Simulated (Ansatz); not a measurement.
A geometry of ZrO2 away from equilibrium: step 2 of the relaxation of a relaxed ZrO2 cell shaken by Gaussian noise of σ = 0.08 Å a coordinate. Computed with PBE (plane waves to 420 eV, PAW, scalar-relativistic; Ansatz, a first-principles code). Γ-centred k-mesh 4×4×4 on the run's cell (coarser than for final values), Fermi–Dirac smearing 0.05 eV.

```
ZrO2
1.0
    5.37889    -0.01538    -0.00996
   -0.01473     5.05263     0.01906
   -0.00959     0.01918     5.12178
Zr O
4 8
Direct
  0.01245   0.25777   0.26256
  0.97781   0.73277   0.75892
  0.52114   0.73158   0.25252
  0.46352   0.26325   0.74911
  0.36698   0.07056   0.11204
  0.62901   0.92232   0.62478
  0.86915   0.93128   0.11163
  0.12602   0.07881   0.61966
  0.21738   0.54076   0.99173
  0.77520   0.45053   0.50247
  0.72065   0.46674   0.00517
  0.26399   0.53176   0.49263
```

Problem. Which atoms carry the largest force, and which way does it point?

Solution. 1.50 eV/Å, on Zr1 (atoms numbered as listed); on Zr1 its components are (0.89, 0.77, -0.94).

Problem. What is the pressure?

Solution. +0.7 GPa, compression positive.

Problem. How much energy per atom can still be gained by relaxing?

Solution. 0.03 eV/atom; the path ends in Pca2₁ (No. 29).

No spin polarisation in the result.

The first start was generated by placing the elements on the sites of a structure type. A measured structure of ZrO2 has the same space group, Pca2₁ (No. 29); the sites were not compared with it. Another known form has space group No. 14.
